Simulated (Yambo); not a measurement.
G0W0@PBEsol for BP (wurtzite, space group P6_3mc, No. 186) in Yambo. Reference settings: 6×6×4 Γ-centred k mesh, 84 bands and a 8 Ry block in the screening, 84 bands in G with the Bruneval-Gonze terminator, plasmon pole fitted at 27.2 eV. The PBEsol gap Γ → K on this mesh is 0.83 eV; G0W0 gaps are taken between the same points.

The settings were changed. The gap went from 1.63 eV to 1.58 eV, and the shift of the valence edge from -0.55 eV to -0.39 eV.

Q: Name the change that produced these shifts.
A. 3×3×2 mesh
B. no terminator
C. 29 bands in G, no terminator
D. 1 Ry block

A: B, no terminator. The others gave (gap, valence shift): 3×3×2 mesh: 1.61, -0.51 eV; 29 bands in G, no terminator: 1.45, 0.24 eV; 1 Ry block: 1.38, 0.28 eV.

Geometry relaxed with PBEsol; primitive cell a = b = 3.1799 Å, c = 5.2741 Å, α = β = 90.00°, γ = 120.00°.

This is not the ordinary phase of the substance; no match was found in the copy of COD used, and its stability was not checked.

A shift is the quasiparticle energy of the state minus its PBEsol energy.
